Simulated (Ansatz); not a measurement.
The calculation used DFT PBE, scalar-relativistic, plane waves, PAW in Ansatz. All cells share a 420 eV cutoff and Γ-centred k meshes spaced about 0.3 Å⁻¹ or finer (0.25 for metals, 2π included). No spin polarisation.

These are static total energies at zero pressure.

Compare these two cells of Ta5Br3, each relaxed at this level.

A.

```xyz
8
Lattice="7.4925 0.0000 0.0000 0.0000 7.4925 0.0000 0.0000 0.0000 3.3860" Properties=species:S:1:pos:R:3 pbc="T T T"
Ta    5.2215    2.2710    0.0000
Ta    2.2710    2.2710    0.0000
Ta    5.2215    5.2215    0.0000
Ta    2.2710    5.2215    0.0000
Ta    3.7462    3.7462    1.6930
Br    0.0000    0.0000    1.6930
Br    3.7462    0.0000    0.0000
Br    0.0000    3.7462    0.0000
```

B.

```xyz
8
Lattice="3.1402 0.0000 0.0000 0.0000 4.9757 0.0000 0.0000 0.0000 9.9430" Properties=species:S:1:pos:R:3 pbc="T T T"
Ta    0.0000    0.0000    4.9715
Ta    0.0000    0.0000    0.0000
Ta    1.5701    2.4879    0.0000
Ta    1.5701    0.0000    7.5884
Ta    1.5701    0.0000    2.3547
Br    0.0000    2.4879    7.7995
Br    0.0000    2.4879    2.1435
Br    1.5701    2.4879    4.9715
```

Task: Which form is favoured at zero pressure, and by what margin per atom?

Result: A is lower, by 87 meV/atom. A has space group P4/mmm (No. 123), 23.8 Å³/atom and no gap on its mesh; B has space group Pmmm (No. 47), 19.4 Å³/atom and no gap. Counting Br atoms around Ta (those within 1.25 times the shortest such distance or 1.15 times the sum of covalent radii, 1.27 where that leaves under three; a plus sign parts nearer from farther groups; the shortest distance is added where it exceeds 1.18 times the sum of covalent radii; a slash parts the counts of unlike sites), A has Ta 2+2/8 from 4.1 Å and B has Ta 4/4+2. The lower one is the more open, so pressure narrows the difference. Even the lower one lies +0.50 eV/atom against the reference forms of the elements (uncorrected), so neither is stable at this level. In A, Ta on a site of symmetry m2m is surrounded by 2 Ta at 2.69 Å, 2 Br at 2.71 Å, 2 Ta at 2.95 Å, 2 Ta at 3.39 Å and 2 Br at 3.63 Å; around Ta on a site of symmetry 4/mmm lie 8 Ta at 2.69 Å; Br on a site of symmetry 4/mmm has 2 Br at 3.39 Å and 8 Ta at 3.63 Å; 1 more site not described. In B, Ta on a site of symmetry mmm has 4 Br at 2.94 Å, 6 Ta at 3.05–3.14 Å and 4 Br at 3.77 Å; around Ta on a second site of symmetry mmm lie 8 Ta at 2.83–2.94 Å, 2 Ta at 3.14 Å and 4 Br at 3.28 Å; Br on a site of symmetry mm2 is surrounded by 2 Ta at 2.66 Å, 4 Ta at 2.95 Å, 4 Br at 3.14–3.23 Å, 2 Ta at 3.28 Å and 2 Ta at 3.77 Å; 3 more sites not described. Both come from trial cells of a structure search, whose lowest cell (P-3m1, 23.2 Å³/atom) lies 0.66 eV/atom below the lower of the two.

These runs have no spin–orbit coupling, which can matter for Ta. Trial moments fell under 0.15 μB along the way in P4/mmm and Pmmm; another start might hold them. Cells relaxed within their symmetry can be saddle points. Some types were kept out of the candidates beforehand, so the set may lack a known form.
